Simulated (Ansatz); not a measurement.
**What DFT gives for Br**

```yaml
crystal:
  lattice:
    - [3.24308, 2.31960, 0.00000]
    - [3.24308, -2.31960, 0.00000]
    - [0.00000, 0.00000, -8.60596]
  atoms:
    - { symbol: Br, position: [0.12370, 0.87630, 0.89750] }
    - { symbol: Br, position: [0.37630, 0.62370, 0.39750] }
    - { symbol: Br, position: [0.87630, 0.12370, 0.10250] }
    - { symbol: Br, position: [0.62370, 0.37630, 0.60250] }
```

Single point in Ansatz 0.2.0 with PBEsol, no spin polarisation. Cutoff 420 eV, PAW datasets, 7×7×3 Γ-centred k mesh, fermi-dirac filling (width 0.1 eV).

(1) What is the character of the valence top and the conduction bottom?

(2) Is there a gap, and of what kind?

(3) Is the cell too large or too small?

(4) Which atom feels the largest force, and which way?

Origin: a known structure type with other elements, at an estimated volume, so it need not be a known compound. Caveats: atoms or cell far from equilibrium.

Results:

(1) Within 0.7 eV of the edges, the states project mainly on Br p (99 %) below the gap and on Br p (87 %) above it.

(2) The gap is 2.49 eV, indirect (the least direct gap found is 2.50 eV).

(3) The pressure is 7.5 GPa (compression positive), so with the atoms held at these fractions the cell would first expand; the forces are large, so a full relaxation may end otherwise. The principal stresses 0.2, 6.4, 16.0 GPa differ, so its shape would change too.

(4) The largest is on Br2 (and as large on other atoms): 4.59 eV/Å, components (0.00, -2.47, 3.87). It makes 179° with the line to a nearest neighbour, Br4 at 2.10 Å, pointing away from it.
